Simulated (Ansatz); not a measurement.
GeMo$_{2}$C:
```yaml
crystal:
  lattice:
    - [3.14169, 0.00000, 0.00000]
    - [-1.57084, 2.72078, 0.00000]
    - [0.00000, 0.00000, 12.42898]
  atoms:
    - { symbol: Ge, position: [0.66667, 0.33333, 0.25000] }
    - { symbol: Ge, position: [0.33333, 0.66667, 0.75000] }
    - { symbol: Mo, position: [0.66667, 0.33333, 0.91038] }
    - { symbol: Mo, position: [0.33333, 0.66667, 0.08962] }
    - { symbol: Mo, position: [0.33333, 0.66667, 0.41038] }
    - { symbol: Mo, position: [0.66667, 0.33333, 0.58962] }
    - { symbol: C, position: [0.00000, 0.00000, 0.00000] }
    - { symbol: C, position: [0.00000, 0.00000, 0.50000] }
```

Relaxed with r²SCAN.

Question: Map the electron localisation function on the plane through (0.667, 0.333, 0.250) spanned by u = [0, 0, 1] and v = [1, -1, 0] in lattice vectors, from plane-wave PAW r²SCAN (Ansatz code).

Answer: x is the fraction of u, y of v (the angle between them is 90°; rows are the nearest grid lines); atoms in the plane: Ge at (0.00, 0.00), Ge at (0.50, 0.67), Mo at (0.66, 0.00), Mo at (0.84, 0.67), Mo at (0.16, 0.67), Mo at (0.34, 0.00), C at (0.75, 0.33), C at (0.25, 0.33).
```
y \ x   0.000  0.100  0.175  0.275  0.375  0.450  0.550  0.625  0.725  0.825  0.900   1.00
------  -----  -----  -----  -----  -----  -----  -----  -----  -----  -----  -----  -----
1.00    0.998  0.579  0.240  0.502  0.689  0.192  0.192  0.689  0.502  0.240  0.579  0.998
0.926   0.152  0.520  0.168  0.367  0.726  0.290  0.290  0.726  0.367  0.168  0.520  0.152
0.852   0.402  0.264  0.215  0.203  0.387  0.525  0.525  0.387  0.203  0.215  0.264  0.402
0.778   0.460  0.338  0.705  0.247  0.195  0.500  0.500  0.195  0.247  0.705  0.338  0.460
0.704   0.333  0.556  0.565  0.193  0.387  0.361  0.361  0.387  0.193  0.565  0.556  0.333
0.630   0.325  0.555  0.561  0.195  0.398  0.360  0.360  0.398  0.195  0.561  0.555  0.325
0.556   0.345  0.324  0.677  0.370  0.358  0.483  0.483  0.358  0.370  0.677  0.324  0.345
0.444   0.202  0.170  0.305  0.759  0.272  0.386  0.386  0.272  0.759  0.305  0.170  0.202
0.370   0.087  0.189  0.634  0.412  0.232  0.142  0.142  0.232  0.412  0.634  0.189  0.087
0.296   0.093  0.197  0.640  0.415  0.223  0.136  0.136  0.223  0.415  0.640  0.197  0.093
0.222   0.309  0.317  0.494  0.749  0.143  0.248  0.248  0.143  0.749  0.494  0.317  0.309
0.148   0.382  0.473  0.314  0.303  0.371  0.307  0.307  0.371  0.303  0.314  0.473  0.382
0.0741  0.154  0.556  0.238  0.350  0.720  0.245  0.245  0.720  0.350  0.238  0.556  0.154
0.000   0.998  0.579  0.240  0.502  0.689  0.192  0.192  0.689  0.502  0.240  0.579  0.998
```

The density is the valence pseudo-density with augmentation charge, so density and ELF within about 1 Å of a nucleus are not all-electron values.

Space group P6_3/mmc. The start of the workflow was typed in or built on a structure type; neither database checked (COD, Materials Project) lists it. Whether it is the stable phase at ambient conditions was not checked. The r²SCAN relaxation kept the symmetry of its start; whether a distortion lowers the energy is not shown. No spin polarisation was allowed.

Potentials: the earlier of the program's two PAW sets.
